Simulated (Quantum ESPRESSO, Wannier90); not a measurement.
**Wannierisation of InAs (wurtzite)**

```xyz
4
Lattice="4.3114 0.0000 0.0000 -2.1557 3.7338 0.0000 0.0000 0.0000 7.0888" Properties=species:S:1:pos:R:3 pbc="T T T"
In    -2.1557     1.2446    -3.5402
In     2.1557    -1.2446     0.0042
As    -2.1557     1.2446    -0.8867
As     2.1557    -1.2446     2.6577
```

Cell from Materials Project (mp-1007652), symmetrised, no further relaxation. Not found in the COD (Crystallography Open Database) copy used, which has the formula in other groups; not checked further. Computed values, not measurements, from PBEsol: Quantum ESPRESSO (norm-conserving PseudoDojo potentials, cutoff 68 Ry, spinors with spin-orbit coupling) on a Γ-centred 4×4×4 mesh, then Wannier90. Density: 12×12×6 mesh, cold smearing 0.01 Ry. With spin-orbit coupling a semilocal functional can close or falsely invert a small gap; the band order was not checked against a better method.

A tight-binding model is made by disentanglement and projection with no localisation steps (num_iter = 0), so the 32 orbitals stay atom-like: hydrogen-like In: s;p; As: s;p, axes along x, y, z; frozen window up to 3.00 eV relative to the Fermi level. It follows pw.x to 43 meV rms for states up to 1.0 eV relative to the Fermi level. Matrix elements depend on this choice of orbitals and windows.

The 45 largest hoppings ⟨m,0|H|n,R⟩ between different sites (one of each Hermitian pair; signs follow the real orbitals' lobes; the list may end inside a set of equal values):

```tsv
m	n	R	distance of the centres (Å)	t (eV)	Im t (eV)
As3 pz↑	In1 pz↑	0 0 0	3.12	2.373	0.000
As3 pz↓	In1 pz↓	0 0 0	3.12	2.373	0.000
As4 pz↑	In2 pz↑	0 0 0	3.12	2.373	0.000
As4 pz↓	In2 pz↓	0 0 0	3.12	2.373	0.000
As3 pz↑	In1 s↑	0 0 0	2.80	2.045	0.000
As3 pz↓	In1 s↓	0 0 0	2.80	2.045	0.000
As4 pz↑	In2 s↑	0 0 0	2.80	2.045	0.000
As4 pz↓	In2 s↓	0 0 0	2.80	2.045	0.000
In2 py↑	As3 py↑	1 0 0	3.06	2.018	0.000
In2 py↓	As3 py↓	1 0 0	3.06	2.018	0.000
As4 py↑	In1 py↑	1 0 1	3.06	2.018	0.000
As4 py↓	In1 py↓	1 0 1	3.06	2.018	0.000
In2 s↑	As3 py↑	1 0 0	2.79	1.943	0.000
In2 s↓	As3 py↓	1 0 0	2.79	1.943	0.000
As4 py↑	In1 s↑	1 0 1	2.79	-1.943	0.000
As4 py↓	In1 s↓	1 0 1	2.79	-1.943	0.000
As3 s↑	In1 pz↑	0 0 0	2.99	-1.879	0.000
As3 s↓	In1 pz↓	0 0 0	2.99	-1.879	0.000
As4 s↑	In2 pz↑	0 0 0	2.99	-1.879	0.000
As4 s↓	In2 pz↓	0 0 0	2.99	-1.879	0.000
In2 py↑	As3 s↑	1 0 0	2.91	-1.793	0.000
In2 py↓	As3 s↓	1 0 0	2.91	-1.793	0.000
As4 s↑	In1 py↑	1 0 1	2.91	1.793	0.000
As4 s↓	In1 py↓	1 0 1	2.91	1.793	0.000
In1 s↑	As4 px↑	0 1 -1	2.73	1.683	0.003
In1 s↓	As4 px↓	0 1 -1	2.73	1.683	-0.003
As3 px↑	In2 s↑	0 1 0	2.73	-1.683	0.003
As3 px↓	In2 s↓	0 1 0	2.73	-1.683	-0.003
In2 s↑	As3 px↑	1 -1 0	2.73	1.683	-0.003
In2 s↓	As3 px↓	1 -1 0	2.73	1.683	0.003
As4 px↑	In1 s↑	1 -1 1	2.73	-1.683	-0.003
As4 px↓	In1 s↓	1 -1 1	2.73	-1.683	0.003
In1 px↑	As4 s↑	0 1 -1	2.80	-1.553	0.002
In1 px↓	As4 s↓	0 1 -1	2.80	-1.553	-0.002
As3 s↑	In2 px↑	0 1 0	2.80	1.553	0.002
As3 s↓	In2 px↓	0 1 0	2.80	1.553	-0.002
In2 px↑	As3 s↑	1 -1 0	2.80	-1.553	-0.002
In2 px↓	As3 s↓	1 -1 0	2.80	-1.553	0.002
As4 s↑	In1 px↑	1 -1 1	2.80	1.553	-0.002
As4 s↓	In1 px↓	1 -1 1	2.80	1.553	0.002
In2 py↑	As3 px↑	1 -1 0	2.67	-1.312	-0.017
In2 py↓	As3 px↓	1 -1 0	2.67	-1.312	0.017
As4 px↑	In1 py↑	1 -1 1	2.67	-1.312	0.017
As4 px↓	In1 py↓	1 -1 1	2.67	-1.312	-0.017
In1 py↑	As4 px↑	0 1 -1	2.67	1.312	-0.017
```
